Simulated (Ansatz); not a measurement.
## Elastic constants of MoP4: input and output

The calculation used DFT LDA, scalar-relativistic, plane waves, PAW in Ansatz.

Launched with:
```bash
ansatz run input.yaml --threads 4 --pin off --max-ram 12288MiB --backend cpu --events-out ev --progress --plain --runs-dir out
```

Input (bare energies are in eV):
```yaml
crystal:
  lattice:
    - [2.6352697513, -5.5273830905, 0.0048555133]
    - [2.6352697513, 5.5273830905, 0.0048555133]
    - [-2.0251786331, 0.0, 5.3845186274]
  atoms:
    - { symbol: Mo, position: [0.9416730457, 0.0583269543, 0.25] }
    - { symbol: Mo, position: [0.0583269543, 0.9416730457, 0.75] }
    - { symbol: P, position: [0.1832376848, 0.3739932202, 0.6817632952] }
    - { symbol: P, position: [0.6260067798, 0.8167623152, 0.8182367048] }
    - { symbol: P, position: [0.8167623152, 0.6260067798, 0.3182367048] }
    - { symbol: P, position: [0.3739932202, 0.1832376848, 0.1817632952] }
    - { symbol: P, position: [0.0566103149, 0.49737181, 0.1899550103] }
    - { symbol: P, position: [0.50262819, 0.9433896851, 0.3100449897] }
    - { symbol: P, position: [0.9433896851, 0.50262819, 0.8100449897] }
    - { symbol: P, position: [0.49737181, 0.0566103149, 0.6899550103] }
basis:
  ecutwfc: 420
kpoints:
  mp_grid: { grid: [8, 8, 8] }
hamiltonian:
  xc: lda
scf:
  occupations: { method: fermi_dirac, width: 0.15 }
output:
  forces: true
  stress: true
  eigenvalues: true
elastic:
  mode: relaxed_ion
  amplitude: 0.005
  stencil: two_point
```

From the output:
```
--- Elastic constants: 6 strain directions × 2 members + reference (group order 4) ---
  dense FFT box of the reference and of every strained cell: 45×45×40
  strains applied: 11, 22, 33, 23, 13, 12; error gains: componentwise 1.00 (the most a stress slope's error grows in a printed constant), spectral 1.00 (1 for all six strains in a standard setting)
  reference relaxed by the batch: 2 steps; max|allowed force component| 9.64e-5 eV/Å at the deck's positions, 4.90e-5 at the last accepted step, 4.90e-5 by the solve of record
  largest displacement 5.8e-6 Å; the constants are those of the deck's cell at these positions:
  atoms:
    - { symbol: Mo, position: [0.9416727430198368, 0.058327256980163236, 0.24999999999999997] }
    - { symbol: Mo, position: [0.05832725698016322, 0.9416727430198368, 0.75] }
    - { symbol: P, position: [0.1832386242137677, 0.3739932165533967, 0.6817636427368364] }
    - { symbol: P, position: [0.6260067834466032, 0.8167613757862322, 0.8182363572631635] }
    - { symbol: P, position: [0.8167613757862322, 0.6260067834466032, 0.31823635726316346] }
    - { symbol: P, position: [0.3739932165533967, 0.1832386242137677, 0.18176364273683654] }
    - { symbol: P, position: [0.05661002265740972, 0.49737153485308083, 0.18995517466033335] }
    - { symbol: P, position: [0.5026284651469192, 0.9433899773425901, 0.3100448253396666] }
    - { symbol: P, position: [0.9433899773425902, 0.5026284651469193, 0.8100448253396667] }
    - { symbol: P, position: [0.4973715348530809, 0.056610022657409775, 0.6899551746603333] }
  C = ∂σ_k/∂η_j (tension-positive GPa; Voigt order 11 22 33 23 13 12):
       320.632    127.360     56.133      0.000     17.375      0.000
       127.369    313.815     45.935      0.000    -13.254      0.000
        56.122     45.932    291.308      0.000     29.449      0.000
        -0.000     -0.000     -0.000     68.491      0.000     -9.133
        17.375    -13.248     29.445      0.000     79.727     -0.000
        -0.000     -0.000     -0.000     -9.131      0.000    167.959
  reference stress σ⁰ (GPa):     -0.003      0.000      0.001      0.000     -0.001     -0.000
  C* (energy form; C + prestress term) asymmetry max|C*_kj − C*_jk| = 1.114e-2 GPa — a small one proves nothing (zero by symmetry where the batch's group is 432, −43m or m−3m); a large one is finite-difference/SCF noise where every solve ...
  moduli (Voigt/Reuss/Hill, GPa): K = 153.85/148.69/151.27   G = 109.66/94.95/102.30   E = 250.45   ν = 0.224
  mechanically stable: yes (min eigenvalue of sym C = 67.66 GPa)
  strain η (Voigt 11):  stress-route row diagonal C_11 = 320.63 GPa, energy-path curvature d²(F+E_count+ΔE)/dδ²/Ω₀ = 320.63 GPa
         δ    σ_11 (GPa) F (eV) n_scf n_hpsi n_pw
    -5.000e-3      -1.6312      -15497.7904702       6   86371   3080   relax 6 steps, max|allowed force component| 5.92e-6 eV/Å
     5.000e-3       1.5751      -15497.7905751       6   86571   3104   relax 4 steps, max|allowed force component| 1.75e-5 eV/Å
  strain η (Voigt 22):  stress-route row diagonal C_22 = 313.81 GPa, energy-path curvature d²(F+E_count+ΔE)/dδ²/Ω₀ = 313.83 GPa
         δ    σ_22 (GPa) F (eV) n_scf n_hpsi n_pw
    -5.000e-3      -1.5886      -15497.7905831       6   86511   3078   relax 6 steps, max|allowed force component| 6.57e-6 eV/Å
     5.000e-3       1.5495      -15497.7906412       6   86529   3108   relax 4 steps, max|allowed force component| 1.57e-5 eV/Å
  strain η (Voigt 33):  stress-route row diagonal C_33 = 291.31 GPa, energy-path curvature d²(F+E_count+ΔE)/dδ²/Ω₀ = 291.32 GPa
         δ    σ_33 (GPa) F (eV) n_scf n_hpsi n_pw
    -5.000e-3      -1.4757      -15497.7908529       6   86456   3080   relax 6 steps, max|allowed force component| 1.67e-5 eV/Å
     5.000e-3       1.4373      -15497.7909174       6   86807   3102   relax 5 steps, max|allowed force component| 2.27e-5 eV/Å
  strain η (Voigt 23):  stress-route row diagonal C_44 = 68.49 GPa, energy-path curvature d²(F+E_count+ΔE)/dδ²/Ω₀ = 68.50 GPa
         δ    σ_23 (GPa) F (eV) n_scf n_hpsi n_pw
    -5.000e-3      -0.3425      -15497.7936117       6  149308   3087   relax 6 steps, max|allowed force component| 3.09e-5 eV/Å
     5.000e-3       0.3425      -15497.7936117       6  150189   3087   relax 4 steps, max|allowed force component| 3.57e-5 eV/Å
  strain η (Voigt 13):  stress-route row diagonal C_55 = 79.73 GPa, energy-path curvature d²(F+E_count+ΔE)/dδ²/Ω₀ = 79.73 GPa
         δ    σ_13 (GPa) F (eV) n_scf n_hpsi n_pw
    -5.000e-3      -0.4008      -15497.7934658       6   86615   3086   relax 5 steps, max|allowed force component| 3.86e-5 eV/Å
     5.000e-3       0.3965      -15497.7934834       6   87197   3092   relax 4 steps, max|allowed force component| 2.84e-5 eV/Å
  strain η (Voigt 12):  stress-route row diagonal C_66 = 167.96 GPa, energy-path curvature d²(F+E_count+ΔE)/dδ²/Ω₀ = 167.97 GPa
         δ    σ_12 (GPa) F (eV) n_scf n_hpsi n_pw
    -5.000e-3      -0.8398      -15497.7923937       6  150266   3089   relax 7 steps, max|allowed force component| 3.12e-6 eV/Å
     5.000e-3       0.8398      -15497.7923937       6  150910   3089   relax 5 steps, max|allowed force component| 1.09e-5 eV/Å
```

It took 51 min on 4 threads of Intel(R) Xeon(R) Processor @ 2.50GHz (Skylake/Cascade Lake) (shared host), peak memory 1.9 GiB.

In a metal, frequencies and elastic constants depend on the k mesh and the smearing, soft modes and shear constants most. A semilocal functional can close a gap that the real compound has.